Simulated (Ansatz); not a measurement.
ZnO (wurtzite)

```yaml
crystal:
  lattice:
    - [3.23518, 0.00000, 0.00000]
    - [-1.61759, 2.80175, 0.00000]
    - [0.00000, 0.00000, 5.21141]
  atoms:
    - { symbol: Zn, position: [0.66667, 0.33333, 0.00241] }
    - { symbol: Zn, position: [0.33333, 0.66667, 0.50241] }
    - { symbol: O, position: [0.66667, 0.33333, 0.62279] }
    - { symbol: O, position: [0.33333, 0.66667, 0.12279] }
```

In this cell atom 4 (O, nearest neighbour Zn at 1.970 Å; its periodic images, 3.2 Å or more away, move with it) is moved by u·(1.000, 0.000, 0.000) + v·(0.000, 0.000, 1.000); the rest is frozen.

All values below come from r2SCAN (plane waves to 500 eV, PAW, scalar-relativistic; Ansatz, a quantum-chemistry and plane-wave program). k mesh 9×9×5 (Γ-centred), Fermi-Dirac smearing 0.05 eV. Fu and Fv are the components of the force on the atom. ZnO was relaxed with its symmetry unable to fall.

Changes of Fv (eV/Å) from the point u = 0.000 Å, v = 0.000 Å when one coordinate moves alone (two changes are said to add if the coupling is within 5 % of the smaller one, nearly so within 20 %):

```tsv
point	change
u = 0.000 Å, v = -0.300 Å	1.953
u = 0.000 Å, v = -0.150 Å	1.313
u = -0.300 Å, v = 0.000 Å	1.094
u = -0.150 Å, v = 0.000 Å	0.256
u = 0.150 Å, v = 0.000 Å	0.256
u = 0.300 Å, v = 0.000 Å	1.094
u = 0.000 Å, v = 0.150 Å	-2.490
u = 0.000 Å, v = 0.300 Å	-7.115
```

Task: What is the change at u = -0.300 Å, v = 0.300 Å, where both move, and how far is it from the sum?

Result: The sum of the single changes is 1.094 + (-7.115) = -6.021; the calculation gives -5.518, so the coupling contributes 0.503 (over 20 % of the smaller single change, not additive).

Task: What is the change at u = 0.150 Å, v = 0.300 Å, where both move, and how far is it from the sum?

Result: The sum of the single changes is 0.256 + (-7.115) = -6.859; the calculation gives -6.712, so the coupling contributes 0.147 (over 20 % of the smaller single change, not additive).

Task: Do the two effects add at u = -0.300 Å, v = -0.150 Å? Give the computed change.

Result: The sum of the single changes is 1.094 + (1.313) = 2.407; the calculation gives 2.301, so the coupling contributes -0.106 (under 20 % of the smaller single change, nearly additive).

(For displaced atoms, the force is minus the slope of the energy, and its curvature is a force constant, which sets phonon frequencies.)
